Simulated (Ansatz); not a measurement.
Relaxed MoS$_{2}$ (space group R3m):

```xyz
6
Lattice="3.1263 1.8050 11.9819 0.0000 1.8050 11.9819 0.0000 -1.8050 5.9910" Properties=species:S:1:pos:R:3 pbc="T T T"
Mo     3.1263     1.8050    29.9505
Mo     1.5632     0.9025    23.9595
S      3.1263     1.8050    19.5213
S      1.5632     0.9025    13.5303
S      0.0000     0.0000     4.4353
S      1.5632     0.9025    10.4263
```

The atoms are displaced by Q × the pattern below (from a DFPT mode at F = (0.5, 0.5, 0.0), largest move 1; Q in Å), at fixed cell. (q is in reciprocal vectors of the primitive cell; the cell shown is doubled to hold the pattern.)

| atom | x | y | z |
|---|---|---|---|
| Mo1 | 0.700 | 0.000 | 0.000 |
| Mo2 | -0.700 | 0.000 | 0.000 |
| S3 | 0.992 | 0.000 | 0.000 |
| S4 | -0.992 | 0.000 | 0.000 |
| S5 | 1.000 | 0.000 | 0.000 |
| S6 | -1.000 | 0.000 | 0.000 |

All values below come from LDA (plane waves to 420 eV, PAW, scalar-relativistic; Ansatz, a program for electronic structure). k mesh 12×12×12 (Γ-centred), Fermi-Dirac smearing 0.05 eV. The energy includes the smearing's −TS. MoS2 is run without spin polarisation. MoS2 was relaxed with its symmetry unable to fall. This is one of several known forms of MoS2; the measured ambient cells at hand have space group No. 194. The zero of ΔE is the undisplaced structure.

```
Q (Å)   ΔE (meV/cell)
------  -------------
-0.180           1805
-0.120            809
-0.060            203
0.000               0
0.060             203
0.120             809
0.180            1805
```

**Question.** Which DFPT wavenumber at F = (0.5, 0.5, 0.0) belongs to this mode?
A) 235 cm⁻¹
B) 163 cm⁻¹
C) 373 cm⁻¹
D) 309 cm⁻¹

**Answer.** C, 373 cm⁻¹. The curvature of the scan gives 373 cm⁻¹

(A displaced cell: forces are minus the slopes of the energy, force constants its curvatures, and phonons follow from these.)
